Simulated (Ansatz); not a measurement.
Relaxed BAs (zinc blende):

```
BAs
1.0
    0.00000     2.40467     2.40467
    2.40467     0.00000     2.40467
    2.40467     2.40467     0.00000
As B
1 1
Direct
  0.75000   0.75000   0.75000
  0.00000   0.00000   0.00000
```

In each cell atom 2 (B, nearest neighbour As at 2.083 Å; its periodic images, 3.4 Å or more away, move with it) moves by s·(0.577, 0.577, 0.577) (along Cartesian [111]), the rest being held.

Method: PBE (plane waves to 420 eV, PAW, scalar-relativistic; Ansatz, a first-principles code). k mesh 10×10×10 (Γ-centred), Fermi-Dirac smearing 0.05 eV. Energies are smeared free energies. Left out: 1 of 11 points, with atoms too close for the PAW data. As the smearing reaches across the gap at some points, energies and forces of such displacements shift with the k mesh and the smearing. BAs was relaxed with its symmetry unable to fall. The zero of ΔE is the undisplaced structure. The last digit holds for this mesh only.

```tsv
s (Å)	ΔE (meV/cell)
-0.496	3158.0
-0.372	withheld
-0.248	626.6
-0.124	139.1
0.000	0.0
0.124	106.6
0.248	360.1
0.372	664.4
0.496	951.5
0.620	1181.8
```

Task: Fit a polynomial form (powers 2, 3, 4) to the given rows and predict ΔE at s = -0.372.

Result: Least squares on the 9 given rows: ΔE = (7844)·s² + (-9015)·s³ + (2118)·s⁴, in meV/cell with s in Å; root-mean-square residual 3.53 meV/cell. At -0.372 the fit gives 1590.1 meV/cell; the calculation gives 1573.7 meV/cell, so the interpolation is off by 16.4 (+1.0 %). The quadratic term alone would give 1085.5 meV/cell.

(For displaced atoms, the force is minus the slope of the energy, and its curvature is a force constant, which sets phonon frequencies.)
